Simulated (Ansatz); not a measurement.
# Cs₂ScRuC₆N₆: relaxed-ion elastic tensor

All numbers below come from DFT PBE, scalar-relativistic, plane waves, PAW (Ansatz 0.2.0). Plane waves to 420 eV; Γ-centred k mesh 6×6×6; Fermi-Dirac smearing of 0.15 eV. No spin polarisation.

Relaxed structure:
```
CELL_PARAMETERS angstrom
0.00000 5.41768 5.41768
5.41768 0.00000 5.41768
5.41768 5.41768 0.00000
ATOMIC_POSITIONS crystal
Cs 0.25000 0.25000 0.25000
Cs 0.75000 0.75000 0.75000
Sc 0.50000 0.50000 0.50000
Ru 0.00000 0.00000 0.00000
C 0.81399 0.18601 0.18601
C 0.18601 0.81399 0.18601
C 0.18601 0.18601 0.81399
C 0.18601 0.81399 0.81399
C 0.81399 0.18601 0.81399
C 0.81399 0.81399 0.18601
N 0.70486 0.29514 0.29514
N 0.29514 0.70486 0.29514
N 0.29514 0.29514 0.70486
N 0.29514 0.70486 0.70486
N 0.70486 0.29514 0.70486
N 0.70486 0.70486 0.29514
```

The cell was found from a structure generator's guess, not taken from experiment. In a metal, frequencies and elastic constants depend on the k mesh and the smearing, soft modes and shear constants most. Spin–orbit coupling is left out, which matters for heavy elements.

Task: Give the relaxed-ion elastic constants (GPa, Voigt order xx yy zz yz xz xy, on the Cartesian axes of the cell above).

Result:
C11 = 140.4, C12 = 15.2, C13 = 15.2, C22 = 140.4, C23 = 15.2, C33 = 140.4, C44 = 2.8, C55 = 2.8, C66 = 2.8 GPa; the others vanish.

Task: Is the crystal stable against homogeneous strain?

Result: Too close to call: the least eigenvalue is 2.8 GPa, within what the k mesh leaves open in a metal.
